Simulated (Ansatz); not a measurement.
HfO2:
Space group Fm-3m (No. 225); a = 5.001 Å, b = 5.001 Å, c = 5.001 Å, α = 90.00°, β = 90.00°, γ = 90.00°

| atom | site | symmetry | x | y | z |
|---|---|---|---|---|---|
| Hf | 4a | m-3m | 0.0000 | 0.0000 | 0.0000 |
| O | 8c | -43m | 0.2500 | 0.2500 | 0.2500 |
(The calculation used a cell of 3 atoms; values per cell refer to that cell.)

Relaxed with LDA.

Problem. Which orbitals make up the states near the band edges in DFT-LDA in the program Ansatz with PAW potentials?

Solution. Top 1 eV of the valence band: O 2p 94 %. Bottom 1 eV of the conduction band: Hf 5d 83 %, O 2p 13 %. Projections are on Löwdin-orthogonalised atomic valence shells; empty p or d shells of many metals are not among them.

Problem. Tabulate the density of states.

Solution. States/eV per cell of 3 atoms, in 0.25 eV bins, energy from the valence-band maximum.

```csv
E (eV),total,O 2p,Hf 5d,O 2s
-7.85,0.00,0.00,0.00,0.00
-7.60,0.00,0.00,0.00,0.00
-7.35,0.00,0.00,0.00,0.00
-7.10,0.00,0.00,0.00,0.00
-6.85,0.07,0.04,0.02,0.00
-6.60,0.24,0.15,0.06,0.00
-6.35,0.35,0.23,0.09,0.00
-6.10,0.48,0.31,0.12,0.01
-5.85,0.63,0.42,0.15,0.01
-5.60,1.29,0.87,0.33,0.01
-5.35,2.44,1.67,0.68,0.01
-5.10,3.29,2.29,0.89,0.01
-4.85,2.04,1.45,0.50,0.01
-4.60,2.94,2.18,0.60,0.03
-4.35,2.50,1.93,0.40,0.03
-4.10,1.67,1.32,0.24,0.03
-3.85,2.42,1.90,0.34,0.05
-3.60,2.00,1.62,0.23,0.04
-3.35,1.40,1.14,0.14,0.04
-3.10,0.86,0.69,0.10,0.03
-2.85,1.33,1.08,0.15,0.05
-2.60,1.72,1.44,0.18,0.03
-2.35,2.03,1.73,0.20,0.03
-2.10,2.08,1.79,0.20,0.03
-1.85,2.16,1.87,0.19,0.03
-1.60,2.77,2.41,0.26,0.03
-1.35,4.04,3.59,0.33,0.02
-1.10,2.35,2.13,0.13,0.02
-0.85,2.74,2.54,0.12,0.02
-0.60,1.26,1.19,0.03,0.01
-0.35,0.67,0.64,0.01,0.01
-0.10,0.23,0.23,0.00,0.00
0.15,0.00,0.00,0.00,0.00
0.40,0.00,0.00,0.00,0.00
0.65,0.00,0.00,0.00,0.00
0.90,0.00,0.00,0.00,0.00
1.15,0.00,0.00,0.00,0.00
1.40,0.00,0.00,0.00,0.00
1.65,0.00,0.00,0.00,0.00
1.90,0.00,0.00,0.00,0.00
2.15,0.00,0.00,0.00,0.00
2.40,0.00,0.00,0.00,0.00
2.65,0.00,0.00,0.00,0.00
2.90,0.00,0.00,0.00,0.00
3.15,0.00,0.00,0.00,0.00
3.40,0.00,0.00,0.00,0.00
3.65,0.03,0.01,0.02,0.00
3.90,0.41,0.06,0.32,0.00
4.15,1.10,0.16,0.88,0.00
4.40,5.38,0.68,4.48,0.05
4.65,2.78,0.35,2.36,0.01
4.90,2.29,0.21,2.05,0.00
5.15,2.74,0.22,2.48,0.01
5.40,1.27,0.07,1.19,0.00
5.65,0.00,0.00,0.00,0.00
5.90,0.00,0.00,0.00,0.00
6.15,0.02,0.00,0.00,0.01
6.40,0.05,0.00,0.00,0.02
6.65,0.08,0.01,0.00,0.02
6.90,0.19,0.01,0.04,0.05
7.15,2.18,0.11,1.10,0.41
7.40,4.08,0.26,2.54,0.68
7.65,1.44,0.15,0.87,0.20
7.90,1.69,0.22,1.13,0.19
8.15,1.50,0.25,1.00,0.13
8.40,1.44,0.28,0.94,0.09
```

This is a known high-temperature phase of the composition, computed here at zero pressure and temperature. The cell was relaxed with LDA under the symmetry of its start. At this level the phase is dynamically unstable (imaginary phonons). No spin polarisation was allowed. Spin–orbit coupling is left out wherever it is not named.

Potentials: the later of the program's two PAW sets.
